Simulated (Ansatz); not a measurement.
InP (zinc blende)

```
InP
1.0
    0.00000     5.90731     5.90731
    2.95366     0.00000     2.95366
    2.95366     2.95366     0.00000
P In
2 2
Direct
  0.37500   0.75000   0.75000
  0.87500   0.75000   0.75000
  0.00000   0.00000   0.00000
  0.50000   0.00000   0.00000
```

The atoms are displaced by Q × the pattern below (from a DFPT mode at L = (0.5, 0.0, 0.0), largest move 1; Q in Å), at fixed cell. It is one choice among 2 degenerate patterns. (q is in reciprocal vectors of the primitive cell; the cell shown is doubled to hold the pattern.)

```tsv
atom	x	y	z
P1	-0.285	0.520	-0.805
P2	0.285	-0.520	0.805
In3	-0.067	0.122	-0.189
In4	0.067	-0.122	0.189
```

The numbers are results of r2SCAN (plane waves to 500 eV, PAW, scalar-relativistic; Ansatz, an electronic-structure program), not measurements. k mesh 5×10×10 (Γ-centred), Fermi-Dirac smearing 0.05 eV. Energies are smeared free energies. InP was relaxed with its symmetry unable to fall. The PAW data are Ansatz's earlier set. The zero of ΔE is the undisplaced structure.

The scan covers Q from -0.280 to 0.280 Å in 13 points.

### Question
What is the energy change at Q = 0.280 Å?

### Answer
1030 meV/cell.

### Question
What harmonic wavenumber does the curvature at Q = 0 give?

### Answer
304 cm⁻¹.

(A displaced cell: forces are minus the slopes of the energy, force constants its curvatures, and phonons follow from these.)
